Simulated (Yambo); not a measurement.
Here is the system:

```
CELL_PARAMETERS angstrom
      6.56286     0.00000     0.00000
      0.00000     3.57552     0.00000
     -2.50969     0.00000     6.87802
ATOMIC_POSITIONS crystal
  O  0.71479 0.26289 0.55670
  O  0.28521 0.76289 0.44330
  O  0.90516 0.73936 0.85988
  O  0.09484 0.23936 0.14012
  F  0.37899 0.72829 0.11741
  F  0.62101 0.22829 0.88259
  F  0.13656 0.22782 0.75669
  F  0.86344 0.72782 0.24331
  Na 0.36478 0.72635 0.78495
  Na 0.63522 0.22635 0.21505
  V  0.86144 0.25619 0.78523
  V  0.13856 0.75619 0.21477
```

Workflow: PBEsol (Quantum ESPRESSO, PseudoDojo norm-conserving, 88 Ry, no spin-orbit coupling), then G0W0 in Yambo (2×4×2 Γ-centred k mesh, bands 5 to 194 and a 6 Ry block in the screening, 194 bands in G with the Bruneval-Gonze terminator, plasmon pole fitted at 27.2 eV).

### Question
Give the PBEsol and G0W0 gaps between the band edges found on this mesh, and say where the edges lie.

### Answer
Edges: (0, 0.25, -0.5) → (-0.5, 0, 0). PBEsol: 2.07 eV; G0W0: 4.24 eV. The mesh misses an edge: along a dense path the PBEsol gap is 2.00 eV. Nearest settings tried, and what they do to the gap: 135 bands in W, 135 bands in G: -13 meV; 5 Ry block (205 vectors against 277): +71 meV. Not varied: mesh. So the settings aren't converged at that level. The 3d shell has no Hubbard U; the runs are without spin polarisation, and magnetic order was not tried.

Geometry of the Materials Project entry, not relaxed at this level.
